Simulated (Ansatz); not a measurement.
CsCaBr3 (cubic perovskite, Pm-3m), r²SCAN (plane waves, PAW; program Ansatz), all energies at zero smearing, with the estimated change up to a 700 eV cutoff added, with one set of potentials and settings (totals compare only within such a set). Cell of 5 atoms (1 Cs, 1 Ca, 3 Br): -15897.455 eV.

| element | reference phase | E (eV/atom) |
|---|---|---|
| Cs | Im-3m, 1 atoms in the cell | -5685.9274 |
| Ca | Fm-3m, 1 atoms in the cell | -1821.6752 |
| Br | Cmce, 4 atoms in the cell | -2792.8603 |

Formation energy per atom, worked out: (-15897.455 − 1×(-5685.9274) − 1×(-1821.6752) − 3×(-2792.8603))/5 = -2.254 eV/atom (-218 kJ per mol of atoms), at 0 K, without zero-point energy or fitted corrections.

The workflow started from a Materials Project entry (that database holds measured and hypothetical structures alike); the Crystallography Open Database copy checked does not list it. Its standing as an ambient phase is unchecked. The cell was relaxed with r²SCAN under the symmetry of its start; phonons on a q-mesh show weakly imaginary modes. The references are the lowest solids computed at this level, not always the standard phases. Spin–orbit coupling is left out wherever it is not named.

Potentials: the later of the program's two PAW sets.
